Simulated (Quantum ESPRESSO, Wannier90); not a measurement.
Wannierisation of WO$_{3}$ (P2₁/m)

```
begin unit_cell_cart
ang
    3.8720900000    0.0000000000    0.0000000000
    0.0000000000    7.4800900000    0.0000000000
   -0.0233550000    0.0000000000    3.8741900000
end unit_cell_cart
begin atoms_frac
W    0.0571300000 -0.2500000000 -0.0583800000
W   -0.0571300000  0.2500000000  0.0583800000
O    0.4838200000  0.2500000000  0.0192500000
O   -0.4838200000 -0.2500000000 -0.0192500000
O    0.0000000000  0.5000000000  0.0000000000
O    0.0000000000  0.0000000000  0.0000000000
O   -0.0180400000  0.2500000000 -0.4831000000
O    0.0180400000 -0.2500000000  0.4831000000
end atoms_frac
```

Structure: Materials Project mp-636284, symmetrised, not relaxed again. Not found in the COD (Crystallography Open Database) copy used, which has the formula in other groups; not checked further. The atoms lie within 0.1 Å of the higher space group Cmcm. Level: PBEsol, no spin polarisation, no spin-orbit coupling; pw.x of Quantum ESPRESSO at 68 Ry with PseudoDojo potentials, 6×4×6 k-points, Wannier90. Density: 8×4×8 mesh, cold smearing 0.01 Ry. Spin-orbit coupling is left out although heavy elements are present.

A tight-binding model is made by disentanglement and projection with no localisation steps (num_iter = 0), so the 28 orbitals stay atom-like: hydrogen-like W: d; O: p, axes along x, y, z; frozen window up to 2.85 eV relative to the valence-band maximum. It follows pw.x to 0.4 meV rms for states up to 2.3 eV relative to the valence-band maximum. Matrix elements depend on this choice of orbitals and windows.

Task: Which pairs of orbitals on different sites are coupled most strongly? Give distance, modulus and how many such pairs a cell has.

Result: 
```
orbital   orbital  distance of the centres (Å)  modulus (eV)  pairs
-------  --------  ---------------------------  ------------  -----
O pz        W dz2                         1.88          4.00      2
O px     W dx2-y2                         1.86          3.48      2
O pz        W dz2                         2.00          2.91      2
O py     W dx2-y2                         1.89          2.91      4
O px     W dx2-y2                         2.02          2.58      2
O py        W dyz                         1.77          2.34      2
O py        W dxy                         1.77          2.34      2
O px        W dxz                         1.78          2.27      2
O pz        W dxz                         1.78          2.25      2
O px        W dz2                         1.82          1.94      2
O py        W dz2                         1.89          1.67      4
O px        W dxy                         1.90          1.66      4
O pz        W dyz                         1.90          1.66      4
O px        W dz2                         2.06          1.40      2
O pz        W dxz                         2.10          1.10      2
O px        W dxz                         2.11          1.09      2
O py        W dxy                         2.11          1.08      2
O py        W dyz                         2.12          1.07      2
O px     W dx2-y2                         1.89          0.87      4
O py        W dyz                         1.90          0.85      4
O py        W dxy                         1.90          0.83      4
O px        W dxz                         1.82          0.69      2
O pz        W dz2                         1.89          0.67      4
O px        W dz2                         1.84          0.65      2
O pz        W dxz                         1.82          0.64      2
O pz        W dz2                         1.78          0.61      2
O pz     W dx2-y2                         1.89          0.60      4
O py         O pz                         2.62          0.57      4
O px         O py                         2.62          0.57      4
O px         O pz                         2.77          0.56      2
```
